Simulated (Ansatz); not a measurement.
# Property card for YRh₂

Level of theory: Ansatz, DFT r2SCAN, scalar-relativistic, plane waves, PAW.

Settings: cutoff 500 eV, Γ-centred mesh 8×8×8 on the computed 6-atom cell, Gaussian smearing of 0.10 eV; no spin polarisation.

The structure is relaxed at this level of theory with its symmetry kept. Whether it is the stable form of this composition wasn't checked.

```cif
data_structure
_symmetry_space_group_name_H-M 'P 1'
_symmetry_Int_Tables_number 1
_cell_length_a 5.3019
_cell_length_b 5.3019
_cell_length_c 5.3019
_cell_angle_alpha 60.000
_cell_angle_beta 60.000
_cell_angle_gamma 60.000
_cell_volume 105.38
loop_
_atom_site_label
_atom_site_type_symbol
_atom_site_fract_x
_atom_site_fract_y
_atom_site_fract_z
_atom_site_occupancy
Y1 Y 0.00000 0.00000 0.00000 1
Y2 Y 0.25000 0.25000 0.25000 1
Rh1 Rh 0.62500 0.62500 0.62500 1
Rh2 Rh 0.12500 0.62500 0.62500 1
Rh3 Rh 0.62500 0.62500 0.12500 1
Rh4 Rh 0.62500 0.12500 0.62500 1
```

```json
{"Space group": "Fd-3m (No. 227)", "Volume per atom": "17.56 Å³", "Generalised Kohn–Sham band gap": "none (metal)", "Density of states at the Fermi level": "2.81 states/eV per cell", "Löwdin character within 0.5 eV of the Fermi level": "Rh 4d 73 %, Y 4d 19 %", "Bulk modulus": "166 GPa", "Its pressure derivative": "4.6", "Bader charges (e)": "Y (2 in the cell) 1.66, Rh (4 in the cell) -0.83"}
```

Cost: 9 runs of about 5.2 core-minutes in all, on Arm Neoverse V1 (shared hosts).